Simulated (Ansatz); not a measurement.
Consider the following.

VBiO₄:
Space group C2 (No. 5); a = 7.618 Å, b = 5.443 Å, c = 5.246 Å, α = γ = 90.00°, β = 124.02°

```tsv
atom	site	symmetry	x	y	z
V	2a	2	0.0000	0.3608	0.0000
Bi	2b	2	0.5000	0.4246	0.5000
O	4c	1	0.1294	0.1914	0.3394
O	4c	1	0.1936	0.5410	0.0363
```
(The calculation used a cell of 6 atoms; values per cell refer to that cell.)

This is the PBEsol-relaxed structure.

**Question.** All from plane-wave PAW PBEsol (Ansatz code), unless another level is named. Estimate the hole effective mass.

**Answer.** 1.7, 2.1, 23 mₑ (principal values).

**Question.** Predict the electron effective mass.

**Answer.** 0.72, 1.4, 2.2 mₑ (principal values).

**Question.** What about the HSE06 gap on the PBEsol cell?

**Answer.** 4.33 eV.

**Question.** And the gap with spin–orbit coupling?

**Answer.** 2.48 eV.

**Question.** Next, the formation energy from the elements (no fitted shifts)?

**Answer.** -184 kJ/mol-atom.

The first step of the workflow began from a Materials Project structure, measured or hypothetical; the Crystallography Open Database copy checked does not list it. It is not the phase usual at ambient conditions (space group No. 88). The PBEsol relaxation kept the symmetry of its start; its stability against distortions is not shown here. The run is not spin-polarised. No Hubbard U is applied. The references are the lowest solids computed at this level, not always the standard phases (solids in place of the gases). Spin–orbit coupling is left out wherever it is not named.

Potentials: the later of the program's two PAW sets.
